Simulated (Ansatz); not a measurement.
LiNbO3:
```
CELL_PARAMETERS angstrom
      2.56845     1.48290     4.62869
     -2.56845     1.48290     4.62869
      0.00000    -2.96579     4.62869
ATOMIC_POSITIONS crystal
  Li 0.71879 0.71879 0.71879
  Li 0.21879 0.21879 0.21879
  Nb 0.00073 0.00073 0.00073
  Nb 0.50073 0.50073 0.50073
  O  0.63888 0.89314 0.28136
  O  0.89314 0.28136 0.63888
  O  0.28136 0.63888 0.89314
  O  0.13888 0.78136 0.39314
  O  0.39314 0.13888 0.78136
  O  0.78136 0.39314 0.13888
```

Relaxed with r²SCAN.

Question: Give the optical modes at the zone centre with their infrared activity from DFPT, the program Ansatz at the r²SCAN level (PAW).

Answer: Transverse frequencies, without the LO–TO term; a row sums one degenerate level.

```csv
ω (cm⁻¹),degeneracy,IR ((D/Å)²/amu),activity,symmetry
155,2,48.14,IR,E
219,1,0.00,IR-inactive,A2
230,2,1.56,IR,E
252,1,52.18,IR,A1
267,2,43.72,IR,E
277,1,0.37,IR,A1
304,1,0.00,IR-inactive,A2
317,2,30.28,IR,E
344,1,0.53,IR,A1
358,2,14.91,IR,E
371,2,6.27,IR,E
402,1,0.00,IR-inactive,A2
429,2,3.69,IR,E
456,1,0.00,IR-inactive,A2
578,2,105.30,IR,E
628,1,51.69,IR,A1
668,2,4.82,IR,E
888,1,0.00,IR-inactive,A2
```

Question: How high does the top mode go among those that the LO–TO term moves?

Answer: 863 cm⁻¹ for q along x, 863 cm⁻¹ for q along y, 854 cm⁻¹ for q along z.

Space group R3c. Symmetry was held in the r²SCAN relaxation. No spin polarisation was allowed.

Potentials: the earlier of the program's two PAW sets. The files were generated under PBE; for other functionals the program regenerates the frozen cores, and for LDA and PBEsol the local potential too.
